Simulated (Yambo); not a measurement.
Absorption of PdSO$_{4}$ (space group C2/c, No. 15) with and without the electron-hole interaction (Yambo, PBEsol bands; 4×4×2 mesh, 24 valence and 9 conduction bands, static screening with 115 bands and a 3 Ry block, scissor 1.85 eV, Tamm-Dancoff; field along x). Axes are Cartesian, with cell vectors (Å) (3.75, -3.18, 0.00), (3.75, 3.18, 0.00), (-1.44, 0.00, 7.64).

```csv
E (eV),"Im ε, BSE","Im ε, independent quasiparticles"
0.45,0.05,0.03
0.55,0.05,0.03
0.65,0.05,0.03
0.75,0.06,0.04
0.85,0.06,0.04
0.95,0.07,0.04
1.05,0.07,0.04
1.15,0.08,0.04
1.25,0.09,0.05
1.35,0.10,0.05
1.45,0.11,0.05
1.55,0.12,0.06
1.65,0.14,0.06
1.75,0.16,0.07
1.85,0.18,0.07
1.95,0.21,0.08
2.05,0.26,0.09
2.15,0.33,0.09
2.25,0.43,0.11
2.35,0.60,0.12
2.45,0.90,0.14
2.55,1.45,0.16
2.65,2.39,0.18
2.75,3.30,0.22
2.85,3.47,0.28
2.95,3.44,0.36
3.05,3.29,0.49
3.15,2.89,0.73
3.25,2.63,1.17
3.35,2.49,1.72
3.45,2.31,2.28
3.55,1.95,2.83
3.65,1.54,3.21
3.75,1.24,3.17
3.85,1.08,2.89
3.95,1.01,2.53
4.05,1.07,2.35
4.15,1.34,2.06
4.25,1.89,1.72
4.35,2.84,1.39
4.45,3.90,1.12
4.55,4.81,0.88
4.65,4.30,0.76
4.75,3.34,0.78
4.85,2.47,0.94
4.95,1.95,1.29
5.05,1.79,1.82
5.15,1.85,2.41
5.25,1.85,3.37
5.35,1.87,4.38
5.45,1.97,4.66
5.55,2.03,4.21
5.65,2.13,3.84
5.75,2.20,3.31
5.85,1.90,2.81
5.95,1.76,2.58
6.05,1.59,2.37
6.15,1.55,1.97
6.25,1.64,1.69
6.35,1.58,1.69
6.45,1.48,1.80
6.55,1.57,1.87
6.65,1.67,1.85
6.75,1.65,1.71
6.85,1.56,1.51
6.95,1.48,1.28
7.05,1.34,1.16
7.15,1.31,1.15
7.25,1.44,1.19
7.35,1.69,1.23
```

The scissor comes from a G0W0 run whose convergence isn't established. Broadening 0.15 eV. The band window holds all transitions up to 9.9 eV. Fine structure above the onset can come from the mesh.

Spin-orbit splittings are left out.

Geometry of the Materials Project entry, not relaxed at this level; primitive cell a = b = 4.913 Å, c = 7.778 Å, α = β = 98.14°, γ = 80.67°.

The structure is a Materials Project entry; no match was found in the copy of COD used, and its stability was not checked.
